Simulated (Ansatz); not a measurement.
**Does this entry for H₂SO₄ lie near equilibrium?**

The cell is a structure deposited in the COD, atoms as given.

```cif
data_H2SO4
_symmetry_space_group_name_H-M 'C2/c'
_symmetry_Int_Tables_number 15
_cell_length_a 8.1310
_cell_length_b 4.7673
_cell_length_c 8.6335
_cell_angle_alpha 90.000
_cell_angle_beta 111.081
_cell_angle_gamma 90.000
loop_
_atom_site_label
_atom_site_type_symbol
_atom_site_symmetry_multiplicity
_atom_site_Wyckoff_symbol
_atom_site_fract_x
_atom_site_fract_y
_atom_site_fract_z
H H 8 f 0.3600 0.8460 0.8740
S S 4 e 0.5000 0.5280 0.7500
O7 O 8 f 0.1680 0.9110 0.8260
O11 O 8 f 0.4770 0.7800 0.8750
```

One atom of each set is listed; the run and its k-mesh use a cell of 14 atoms with edges of 4.71, 4.71, 8.63 Å.

Method: Kohn–Sham DFT in Ansatz, PBE, plane waves and PAW (field gradients read without the response of the frozen cores, which leaves them typically 4 to 6 % off), scalar-relativistic, 420 eV cutoff, Γ-centred 6×6×3 k-points, Fermi–Dirac smearing 0.02 eV.

**Question.** Do the atoms and the cell lie near the calculated equilibrium?

**Answer.** No. The largest force is 9.6 eV/Å, on atom 5 (S: 4 O at 1.40–1.67 Å), and the pressure is 3.5 GPa, with principal stresses up to 18 GPa in size. Such values can come from imprecise or misplaced coordinates, missing atoms or a wrong setting of the space group; the run alone doesn't tell which, and gradients calculated on this entry can't be taken for those of the compound at ambient conditions.
